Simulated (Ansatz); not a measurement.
AlZnNO:
```
AlZnNO
1.0
    3.13506     0.00000     0.00000
   -1.56753     2.71504     0.00000
    0.00000     0.00000     5.15068
Al Zn O N
1 1 1 1
Direct
  0.33333   0.66667   0.50422
  0.66667   0.33333   0.98770
  0.33333   0.66667   0.15216
  0.66667   0.33333   0.60592
```

Relaxed with r²SCAN.

Task: Give the Bader charges and basin volumes of the independent atoms, r²SCAN in the plane-wave PAW code Ansatz.

Result: 

```tsv
atom	Bader charge (e)	Bader volume (Å³)
Al1	+2.50	3.8
Zn2	+1.22	10.3
O3	-1.46	13.0
N4	-2.26	16.8
```

Space group P3m1. The start of the workflow was typed in or built on a structure type; neither database checked (COD, Materials Project) lists it. Whether it is the stable phase at ambient conditions was not checked. The r²SCAN relaxation kept the symmetry of its start; whether a distortion lowers the energy is not shown.

Potentials: the earlier of the program's two PAW sets. The files were generated under PBE; for other functionals the program regenerates the frozen cores, and for LDA and PBEsol the local potential too.
